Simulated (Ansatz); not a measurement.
A plane-wave DFT run in Ansatz 0.2.0 (scalar-relativistic PAW potentials unless the input names others): input and command.

```yaml
crystal:
  lattice:
    - [3.0370265232, 0.0, 0.0]
    - [-1.5185132616, 2.6301421211, 0.0]
    - [0.0, 0.0, 14.9270750417]
  atoms:
    - { symbol: Ti, position: [0.3333333333, 0.6666666667, 0.8425038905] }
    - { symbol: Ti, position: [0.6666666667, 0.3333333333, 0.3425038905] }
    - { symbol: Ti, position: [0.6666666667, 0.3333333333, 0.1574961095] }
    - { symbol: Ti, position: [0.3333333333, 0.6666666667, 0.6574961095] }
    - { symbol: Ti, position: [0.0, 0.0, 0.0] }
    - { symbol: Ti, position: [0.0, 0.0, 0.5] }
    - { symbol: C, position: [0.6666666667, 0.3333333333, 0.9136328111] }
    - { symbol: C, position: [0.3333333333, 0.6666666667, 0.4136328111] }
    - { symbol: C, position: [0.6666666667, 0.3333333333, 0.5863671889] }
    - { symbol: C, position: [0.3333333333, 0.6666666667, 0.0863671889] }
basis:
  ecutwfc: 500
kpoints:
  mp_grid: { grid: [12, 12, 4] }
hamiltonian:
  xc: gga
scf:
  occupations: { method: gaussian, width: 0.1 }
  max_iter: 50
output:
  forces: true
  eigenvalues: true
  stress: true
```

```bash
ansatz run input.yaml --threads 2 --pin off --max-ram 5120MiB --backend cpu --events-out ev --progress --plain --runs-dir out
```

What is wrong with this input?

The program refuses it, because of an unknown functional (hamiltonian.xc: "r2scan" → "gga"). With the sound run's settings it is accepted.

Abridged log:
```
Error: YAML parse error: error: line 22 column 7: hamiltonian.xc: unknown variant `gga`, expected one of `lda`, `lda-pw`, `pw92`, `pbe`, `pbesol`, `rpbe`, `revpbe`, `blyp`, `pbe0`, `revpbe0`, `b3lyp`, `b3lyp5`, `hse06`, `wpbeh`, `hiss`, `lc_wpbe`, `cam_b3lyp`, `hf`, `r2scan`, `r2scanh`, `r2scan0`, `r2scan50`, `mr2scan`
  --> <input>:22:7
   |
20 |   mp_grid: { grid: [12, 12, 4] }
21 | hamiltonian:
22 |   xc: gga
   |       ^ hamiltonian.xc: unknown variant `gga`, expected one of `lda`, `lda-pw`, `pw92`, `pbe`, `pbesol`, `rpbe`, `revpbe`, `blyp`, `pbe0`, `revpbe0`, `b3lyp`, `b3lyp5`, `hse06`, `wpbeh`, `hiss`, `lc_wpbe`, `cam_b3lyp`, `hf`, `r2scan`, `r2scanh`, `r2scan0`, `r2scan50`, `mr2scan`
23 | scf:
24 |   occupations: { method: gaussian, width: 0.1 }
   |
```